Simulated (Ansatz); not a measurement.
Mechanical response of Ca (P6_3/mmc)

```
CELL_PARAMETERS angstrom
3.76930 0.00000 0.00000
-1.88465 3.26431 0.00000
0.00000 0.00000 6.23192
ATOMIC_POSITIONS crystal
Ca 0.33333 0.66667 0.25000
Ca 0.66667 0.33333 0.75000
```

Computed, not measured; unless marked otherwise by LDA, all-electron LAPW in Ansatz 0.2.0, scalar-relativistic. k mesh 14×14×8, strains of ±0.008, Fermi-Dirac smearing of 0.050 eV, basis error target 0.5 meV/atom. The cell was relaxed by PAW under this functional, which moved its volume by -14 % from the database entry's. This phase needn't be the one found at ambient conditions.

The cell is hexagonal and carries a residual pressure of -0.04 GPa at this level. Each strain component that symmetry leaves independent is applied at ±0.008, the ions relax wherever a strain frees them, and the stress (tension positive, GPa) is read. Shears are engineering strains, γ = 2ε.

```json
{"strain": "xx", "size": "-0.008", "σxx": "-0.2353", "σyy": "-0.0813", "σzz": "-0.0329", "σyz": "0.0000", "σxz": "0.0000", "σxy": "0.0000"}
{"strain": "xx", "size": "+0.008", "σxx": "0.3057", "σyy": "0.1736", "σzz": "0.0809", "σyz": "0.0000", "σxz": "0.0000", "σxy": "0.0000"}
{"strain": "zz", "size": "-0.008", "σxx": "-0.0157", "σyy": "-0.0157", "σzz": "-0.3522", "σyz": "0.0000", "σxz": "0.0000", "σxy": "0.0000"}
{"strain": "zz", "size": "+0.008", "σxx": "0.0988", "σyy": "0.0988", "σzz": "0.3911", "σyz": "0.0000", "σxz": "0.0000", "σxy": "0.0000"}
{"strain": "yz", "size": "-0.008", "σxx": "0.0447", "σyy": "0.0474", "σzz": "0.0195", "σyz": "-0.0707", "σxz": "0.0000", "σxy": "0.0000"}
{"strain": "yz", "size": "+0.008", "σxx": "0.0447", "σyy": "0.0474", "σzz": "0.0195", "σyz": "0.0707", "σxz": "0.0000", "σxy": "0.0000"}
```

A central difference gives one constant, for example C11 ≈ (0.3057 − (-0.2353))/(0.016) = 33.8 GPa; the program then imposes the crystal's symmetry on the whole matrix.

Task: What are the independent elastic constants?

Result: C11 = 33.8, C12 = 15.9, C13 = 7.1, C33 = 46.5, C44 = 8.8 GPa.

Task: Is the crystal stable against homogeneous strain?

Result: The least eigenvalue of the 6×6 matrix is 8.8 GPa, so yes.

Task: What moduli does a random aggregate of grains have?

Result: Voigt and Reuss bounds: B from 19.4 to 19.4 and G from 9.9 to 10.9 GPa; their means are B = 19.4 and G = 10.4 GPa. Then E = 9BG/(3B + G) = 26.5 GPa, ν = (3B − 2G)/(6B + 2G) = 0.272 and B/G = 1.86, on the ductile side of Pugh's 1.75 (a rule of thumb).

Task: With the density of 1.736 g/cm³, how fast does sound travel, and what Debye temperature follows?

Result: 

```tsv
direction	slow (m/s)	middle (m/s)	fast (m/s)
x	2256	2269	4413
y	2256	2269	4413
z	2256	2256	5173
```

The mean of v⁻³ over directions and branches gives v_m = 2694 m/s and θ_D = (ħ/k_B) v_m (6π²n)^(1/3) = 238 K, n being atoms per volume. Young's modulus spans 23 to 44 GPa over directions, and the universal anisotropy index is 0.49.

Task: How far do the constants move if PAW replaces LAPW in the same cell?

Result: 

| constant | LAPW (GPa) | PAW (GPa) | difference |
| --- | --- | --- | --- |
| C11 | 33.8 | 33.8 | 0.0 |
| C12 | 15.9 | 15.9 | 0.0 |
| C13 | 7.1 | 7.1 | 0.0 |
| C33 | 46.5 | 46.5 | 0.0 |
| C44 | 8.8 | 8.8 | 0.0 |

Task: What happens at 10 GPa (cell relaxed there)?

Result: The volume falls to 0.7214 of its value, and C11 = 45.7, C12 = 58.6, C13 = 24.4, C33 = 92.7, C44 = 6.8 GPa (slopes of the stress), in this structure whether or not another phase takes over. The matrix has a negative eigenvalue there, so the lattice is mechanically unstable at that pressure.

Known limits: responses of metals move with mesh and smearing; elastic stability says nothing of phonons or of other phases; the frozen-core PAW files of the compared runs were fitted under PBE, their cores solved anew for this functional.
